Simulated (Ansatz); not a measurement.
# One input, then a changed one: fcc Cu (100), 5 layers

First run: DFT, PBE, PAW with Ansatz's default frozen-core files, scalar-relativistic (Ansatz 0.2.0).

Command: `ansatz run input.yaml --threads 2 --pin off --max-ram 4096MiB --backend cpu --events-out ev --progress --plain --runs-dir out` It took 15 s on 2 threads of Intel(R) Xeon(R) Platinum 8488C (Sapphire Rapids), on a shared host, peak memory 0.56 GiB.

```yaml
crystal:
  lattice:
    - [2.5665139635, 0.0, 0.0]
    - [0.0, 2.5665139635, 0.0]
    - [0.0, 0.0, 23.2592]
  atoms:
    - { symbol: Zn, position: [0.0, 0.0, 0.3463542678] }
    - { symbol: Cu, position: [0.5, 0.5, 0.4217372054] }
    - { symbol: Cu, position: [0.0, 0.0, 0.4999999976] }
    - { symbol: Cu, position: [0.5, 0.5, 0.5782627953] }
    - { symbol: Cu, position: [0.0, 0.0, 0.6536457339] }
kpoints:
  mp_grid: { grid: [14, 14, 1] }
scf:
  occupations: { method: fermi_dirac, width: 0.1 }
hamiltonian:
  xc: pbe
  pseudopotentials: { kind: paw }
output:
  forces: true
  stress: true
  eigenvalues: true
efield:
  axis: 3
  amplitude: 0
  dipole_correction: true
```

The slab is cut from a bulk crystal relaxed on PAW files (its atoms may have been relaxed since).

This run: Zn in place of Cu in the outer layer.

It converges in 10 SCF iterations, largest force 0.553 eV/Å, work function 4.55 eV, cutoff 420 eV.

A second input differs as follows:

```diff
   occupations: { method: fermi_dirac, width: 0.1 }
+  max_iter: 75
 hamiltonian:
   stress: true
-  eigenvalues: true
+  eigenvalue: true
 efield:
```

**Question.** What is wrong with it, and what does the program do?

**Answer.** The change was made to test a misspelt key. The run is refused before any iteration. The log ends:
```
Error: YAML parse error: error: line 23 column 3: unknown field `eigenvalue`, expected one of write_density, write_potential, write_potential_components, volumetric_format, write_bands, fatbands, populations, hubbard, elf, band_densities, bader, dos, optics, efg, charged_corrections, wannier, polarization, topological_invariants, transmission, current_voltage, crpa, pair_interaction, rpa_energy, embedding, core_levels, xc_energy_on_converged_density, boltztrap, local_orbitals, orbitals, eigenstates, states_by_energy, atomic_orbital_hamiltonian, active_space, given_orbital_levels, support_matrices, forces, stress, cutoff_correction, eigenvalues, band_residual_tolerance, publish_guard_bands
  --> <input>:23:3
   |
21 |   forces: true
22 |   stress: true
23 |   eigenvalue: true
   |   ^ unknown field `eigenvalue`, expected one of write_density, write_potential, write_potential_components, volumetric_format, write_bands, fatbands, populations, hubbard, elf, band_densities, bader, dos, optics, efg, charged_corrections, wannier, polarization, topological_invariants, transmission, current_voltage, crpa, pair_interaction, rpa_energy, embedding, core_levels, xc_energy_on_converged_density, boltztrap, local_orbitals, orbitals, eigenstates, states_by_energy, atomic_orbital_hamiltonian, active_space, given_orbital_levels, support_matrices, forces, stress, cutoff_correction, eigenvalues, band_residual_tolerance, publish_guard_bands
24 | efield:
25 |   axis: 3
   |
```
